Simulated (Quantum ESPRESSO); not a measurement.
# SiGaZnInAs4: a curve over one atom's position

Simulated, not a measurement. The program is pw.x of Quantum ESPRESSO 7.5 (plane-wave density functional theory). The cell is made up: 8 atoms on a zincblende/diamond lattice, with randomly drawn elements, strain and displacements, not relaxed. PseudoDojo standard norm-conserving files (v0.5 for PBE, v0.4.1 for LDA and PBEsol) set the functional; there is no spin polarisation, spin-orbit coupling or dispersion term, and the masses in the input are unused placeholders.

Seven runs move atom 5 (As, counted in the order of the input) along x and keep all else fixed.

Input of the run at -0.0093:

```
&control calculation='scf', pseudo_dir='./dojo.nc.sr.pbe.v0_5.standard.upf', outdir='./o', disk_io='low', tprnfor=.true., tstress=.true. /
&system ibrav=0, nat=8, ntyp=5, nbnd=65, ecutwfc=84.00895049, nosym=.true., tot_charge=0,
 occupations='smearing', smearing='fd', degauss=0.0073498644
/
&electrons conv_thr=7.350e-09, electron_maxstep=60, /
ATOMIC_SPECIES
As 1.0 As.upf
Ga 1.0 Ga.upf
In 1.0 In.upf
Si 1.0 Si.upf
Zn 1.0 Zn.upf
CELL_PARAMETERS angstrom
6.0623 -0.0096 0.0823
-0.0096 6.0179 -0.0306
0.0823 -0.0306 5.939
ATOMIC_POSITIONS angstrom
Si 0.0431 -0.0112 -0.0603
Ga 0.1551 3.0776 2.9206
Zn 3.1187 0.0322 2.9924
In 2.974 3.0088 0.1315
As 1.3247 1.5738 1.3662
As 1.5781 4.5638 4.7044
As 4.5921 1.3506 4.5177
As 4.5614 4.5987 1.5658
K_POINTS automatic
6 6 6 1 1 1
```

| shift of atom 5 along x (Å) | free energy less that of the input shown (eV) | Fx on atom 5 (eV/Å) | Fy on atom 5 (eV/Å) | Fz on atom 5 (eV/Å) | pressure (GPa) | iterations |
| --- | --- | --- | --- | --- | --- | --- |
| -0.1027 | 0.0455 | 0.859 | -1.493 | 0.753 | -3.30 | 10 |
| -0.0920 | 0.0367 | 0.776 | -1.517 | 0.794 | -3.30 | 10 |
| -0.0781 | 0.0267 | 0.666 | -1.550 | 0.847 | -3.31 | 10 |
| -0.0093 | 0.0000 | 0.102 | -1.728 | 1.124 | -3.30 | 10 |
| +0.0461 | 0.0074 | -0.375 | -1.895 | 1.365 | -3.26 | 10 |
| +0.0642 | 0.0156 | -0.534 | -1.955 | 1.447 | -3.24 | 10 |
| +0.0923 | 0.0341 | -0.784 | -2.053 | 1.578 | -3.19 | 10 |

A cubic fit gives dFx/dx = -8.50 eV/Å² at zero shift. Across the table the free energy follows the integral of the force to within 0.2 meV. A rerun of one of the cells at 1437 eV and a 8 x 8 x 8 mesh moved values by no more than 0.004 eV in energy, 0.02 GPa in stress and 0.003 eV/Å in force.